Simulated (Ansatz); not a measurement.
Zr (hcp (Mg type), P6_3/mmc) under volume change, plane-wave PAW r²SCAN+D4 (Ansatz code), shape and atoms relaxed at each volume.

```json
[
 {"V (Å³/atom)": "21.305", "E − E(relaxed) (meV/atom)": "64.3", "P (GPa)": "10.40"},
 {"V (Å³/atom)": "22.007", "E − E(relaxed) (meV/atom)": "27.4", "P (GPa)": "6.51"},
 {"V (Å³/atom)": "22.710", "E − E(relaxed) (meV/atom)": "6.6", "P (GPa)": "3.06"},
 {"V (Å³/atom)": "23.412", "E − E(relaxed) (meV/atom)": "0.0", "P (GPa)": "0.00"},
 {"V (Å³/atom)": "24.115", "E − E(relaxed) (meV/atom)": "6.1", "P (GPa)": "-2.71"},
 {"V (Å³/atom)": "24.817", "E − E(relaxed) (meV/atom)": "23.3", "P (GPa)": "-5.10"},
 {"V (Å³/atom)": "25.519", "E − E(relaxed) (meV/atom)": "50.4", "P (GPa)": "-7.21"}
]
```

Task: What does a third-order Birch–Murnaghan fit give for V₀, B₀ and B′?

Result: V₀ = 23.41 Å³/atom, B₀ = 95.7 GPa, B′ = 3.0.

The cell was relaxed with r²SCAN+D4 under the symmetry of its start. The run is not spin-polarised. The pairwise dispersion correction was not fitted to metals.

Potentials: the later of the program's two PAW sets.
